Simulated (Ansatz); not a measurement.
SnSe (zinc blende, space group No. 216) at seven volumes, PBEsol in the plane-wave PAW code Ansatz, scaled uniformly. One row is withheld.

```csv
V (Å³/atom),P (GPa)
33.673,3.32
34.783,?
35.893,0.92
37.003,-0.08
38.113,-0.99
39.223,-1.78
40.334,-2.49
```

**Question.** Fit the shown pressures and predict the withheld one.

**Answer.** Third-order Birch–Murnaghan: P = (3/2)B₀(x^(7/2) − x^(5/2))[1 + (3/4)(B′ − 4)(x − 1)] with x = (V₀/V)^(2/3). Least squares on the six rows gives V₀ = 36.903 Å³/atom, B₀ = 31.90 GPa, B′ = 2.86. At V = 34.783, x = 1.0402 and P = 2.05 GPa. The run itself gave 2.03 GPa.

Space group F-43m (zinc blende). The start of the workflow was typed in or built on a structure type; neither database checked (COD, Materials Project) lists it. It is not the phase usual at ambient conditions (space group No. 62). The cell was relaxed with PBEsol under the symmetry of its start. At this level the phase is mechanically unstable. Scalar-relativistic: spin–orbit coupling is off unless named, which matters more the heavier the elements.

Potentials: the earlier of the program's two PAW sets. The files were generated under PBE; for other functionals the program regenerates the frozen cores, and for LDA and PBEsol the local potential too.
